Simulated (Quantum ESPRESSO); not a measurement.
## Al4NbPtZr2 in 6 site orders

Calculated results; nothing here was measured. They come from Quantum ESPRESSO 7.5, a public plane-wave density functional program. Each row is one single-point run on a made-up periodic cell of eight metal atoms, with elements, volume, strain and displacements drawn at random and not relaxed, so a cell may be unstable or far from any real phase. There is no spin polarisation or spin-orbit coupling.

Settings: PBE unless stated; PseudoDojo standard norm-conserving files; Fermi-Dirac width 0.25 eV, which means electrons at about 2900 K; cutoff 1143 eV; 8 x 5 x 3 k mesh shifted half a step off Gamma. E is the free energy of the whole cell (internal energy minus TS), so a -TS column is already part of it. Stress is positive in tension, and the pressure P is minus a third of its trace.

Checks: one run of this series was repeated at a higher cutoff and on a denser mesh, which moved values by no more than 0.005 eV, 0.07 GPa and 0.016 eV/Å, and a second program with other atomic files agreed on it to 2 % rms in force and 0.5 GPa in pressure. Known limits: heavy elements are run without spin-orbit coupling, which real alloys of them have; a spin test at this wide smearing found no moment, but such smearing suppresses magnetism that the real alloy may have.

The lattice is face-centred cubic, and the cell vectors in Å are (0.000, -2.047, -2.047); (2.047, 4.093, -2.047); (8.187, -4.093, 4.093), a volume of 137.19 Å³. The runs put one composition on the same eight displaced sites in different orders. E is counted from run 1, and the rms force is over all 24 components. Nothing is relaxed, so E mixes bonding between neighbours with strain on unrelaxed sites, and it is not an ordering energy.

```
run  elements on sites 1 to 8  E (eV)  -TS (eV)  rms force (eV/Å)  largest force (eV/Å)  P (GPa)
  1   Zr Al Al Pt Nb Al Al Zr   0.000    -1.203             0.594                  1.68     6.06
  2   Al Zr Al Nb Pt Al Al Zr   0.340    -1.076             0.598                  1.86     5.60
  3   Pt Al Zr Al Zr Al Nb Al   1.505    -1.151             0.794                  2.16     8.97
  4   Nb Zr Al Al Zr Al Pt Al   0.753    -1.138             0.673                  2.00        ?
  5   Zr Pt Al Al Al Zr Nb Al   0.387    -1.087             0.700                  2.00     6.17
  6   Pt Nb Zr Al Zr Al Al Al   1.259    -1.073             0.990                  3.47     8.25
```

## Worked fit

A straight line through the runs shown gives P = 5.47 + 2.21 E GPa with E in eV, an error of 0.40 on the slope and a scatter of 0.51 GPa. At this fixed volume the orders of higher energy tend to have the higher pressure.

## Withheld value

Question: what pressure should run 4 give?

The fit gives 7.13 ± 0.56 GPa. The calculation gave 7.52 GPa.
